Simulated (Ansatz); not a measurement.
Values for one crystal, relaxed and computed with r²SCAN (plane waves, PAW; program Ansatz); other levels are named.

```yaml
volume_per_atom: 13.45 Å³
band_gap: 0.67 eV (direct)
Formation energy from the elements (no fitted shifts): -27 kJ/mol of atoms
electron_effective_mass: 0.083, 0.083, 0.089 mₑ (principal values)
HSE06 gap on the r²SCAN cell: 1.41 eV
zone_centre_stability: no imaginary mode at Γ
hill_bulk_and_shear_moduli: 160 and 74.8 GPa
```

Problem. Which compound is it?
(A) InGaN2, P3m1 (In on 1a, Ga on 1c, N on 1c, N on 1a)
(B) ZnS, 6H polytype
(C) BN, P6_222 (B on 3d, N on 3c)
(D) TiNCl, Pmmn (Ti on 2b, N on 2a, Cl on 2a)

Solution. A, InGaN2, P3m1 (In on 1a, Ga on 1c, N on 1c, N on 1a)

The workflow started from a Materials Project entry (that database holds measured and hypothetical structures alike); the Crystallography Open Database copy checked does not list it. Its standing as an ambient phase is unchecked. The cell was relaxed with r²SCAN under the symmetry of its start. The references are the lowest solids computed at this level, not always the standard phases (solids in place of the gases). Spin–orbit coupling is left out wherever it is not named.

Potentials: the later of the program's two PAW sets.
